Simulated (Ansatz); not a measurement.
SnSe, DFT, LDA, all-electron PAW with datasets made for the crystal, scalar-relativistic (Ansatz 0.2.0), run on 1 thread of Intel(R) Xeon(R) Platinum 8375C CPU @ 2.90GHz (Ice Lake) on a shared host.

The cell comes from COD entry 9008725, which wasn't checked; take it as a given geometry. The listed cell was then made from it by scaling, straining or moving an atom.

Command: `ansatz run input.yaml --threads 1 --pin off --max-ram 3072MiB --backend cpu --events-out ev --progress --plain --runs-dir out`

```yaml
crystal:
  lattice:
    - [0.0, 3.0496098055, 3.0496098055]
    - [3.0496098055, 0.0, 3.0496098055]
    - [3.0496098055, 3.0496098055, 0.0]
  atoms:
    - { symbol: Sn, position: [0.0, 0.0, 0.0] }
    - { symbol: Se, position: [0.5, 0.5, 0.5] }
kpoints:
  mp_grid: { grid: [9, 9, 9] }
scf:
  occupations: { method: fermi_dirac, width: 0.02 }
hamiltonian:
  xc: lda
  pseudopotentials: { kind: all_electron, datasets: crystal }
output:
  forces: true
  stress: true
  eigenvalues: true
  efg: { contact_densities: true }
```

(1) How large is the problem that the program sets up?

(2) Estimate the wall time and the peak memory.

(3) And the same cell and mesh by full-potential LAPW, asked for forces, stress, eigenvalues, on the same hardware?

(4) And the same cell and mesh by PAW (frozen-core files), asked for forces, stress, eigenvalues, efg, write_density, write_potential, elf, on the same hardware?

## Answers

(1) 35 irreducible k-points, 531 plane waves at Γ, 14 bands.

(2) 4.1 s of wall time for 8 SCF iterations, with a peak of 0.41 GiB. Times on shared machines scatter by tens of per cent.

(3) 8.6 s, peak memory 0.37 GiB.

(4) 3.6 s, peak memory 0.45 GiB.
